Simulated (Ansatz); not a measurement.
A geometry of SrTiO3 away from equilibrium: step 3 of the relaxation of a generated trial cell of SrTiO3 in the 2H-BaNiO3 structure type. Method: r2SCAN (plane waves to 500 eV, PAW, scalar-relativistic; Ansatz, a program for electronic structure). Γ-centred k-mesh 5×5×5 on the run's cell (coarser than for final values), Fermi–Dirac smearing 0.05 eV. The plane waves were selected for a different cell earlier on the path.

```yaml
crystal:
  lattice:
    - [5.51545, 0.00000, 0.00000]
    - [-2.75773, 4.77652, 0.00000]
    - [0.00000, 0.00000, 5.00337]
  atoms:
    - { symbol: Sr, position: [0.33333, 0.66667, 0.75000] }
    - { symbol: Sr, position: [0.66667, 0.33333, 0.25000] }
    - { symbol: Ti, position: [0.00000, 0.00000, 0.00000] }
    - { symbol: Ti, position: [0.00000, 0.00000, 0.50000] }
    - { symbol: O, position: [0.15590, 0.31179, 0.25000] }
    - { symbol: O, position: [0.68821, 0.84410, 0.25000] }
    - { symbol: O, position: [0.15590, 0.84410, 0.25000] }
    - { symbol: O, position: [0.84410, 0.68821, 0.75000] }
    - { symbol: O, position: [0.31179, 0.15590, 0.75000] }
    - { symbol: O, position: [0.84410, 0.15590, 0.75000] }
```

Task: Give the Cartesian forces on all atoms (eV/Å).

Result: 
```tsv
atom	Fx	Fy	Fz
Sr1	0.00	0.00	0.00
Sr2	0.00	0.00	0.00
Ti3	0.00	0.00	0.00
Ti4	0.00	0.00	0.00
O5	0.00	0.32	0.00
O6	-0.28	-0.16	0.00
O7	0.28	-0.16	0.00
O8	0.00	-0.32	0.00
O9	0.28	0.16	0.00
O10	-0.28	0.16	0.00
```

The path ends in P6₃/mmc (No. 194). No spin polarisation in the result.

The run could not lower the symmetry of its start; a shaken copy of this end point relaxes with r2SCAN to P2₁ (No. 4), 166 meV/atom lower.

The first start was generated by placing the elements on the sites of a structure type. Materials Project lists a structure of SrTiO3 in the same space group, P6₃/mmc (No. 194); the sites were not compared with it, nor with measured phases. Known forms of SrTiO3 include space group No. 221.
